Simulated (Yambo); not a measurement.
BeSe (zinc blende, space group F-43m, No. 216), G0W0@LDA (Yambo, plasmon pole, terminator in G, 6×6×6 mesh): gap Γ → X in eV by bands and screening block.

```tsv
bands (W and G)	2 Ry	4 Ry	6 Ry	8 Ry	10 Ry
20	4.19	4.27	___	4.32	___
29	4.07	4.16	4.21	4.23	4.27
44	4.02	4.13	4.18	4.21	4.26
60	4.01	4.12	4.18	4.22	4.28
79	4.01	4.12	4.18	4.22	___
```

Q: Estimate the withheld gaps from their neighbours; the computed values follow.

A: 
- 20, 6 Ry: 4.31
- 20, 10 Ry: 4.34
- 79, 10 Ry: 4.29

The largest settings aren't shown to be the converged limit.

The standard potential for Se keeps a d shell in the valence without the s and p states of that shell. In tests on such compounds this moved G0W0 gaps by up to about 0.9 eV, so absolute quasiparticle energies here are unreliable; differences between settings are what counts.

Spin-orbit coupling is not included.

Geometry relaxed with LDA; primitive cell a = 3.5934 Å, b = 3.5934 Å, c = 3.5934 Å, α = 60.00°, β = 60.00°, γ = 60.00°.
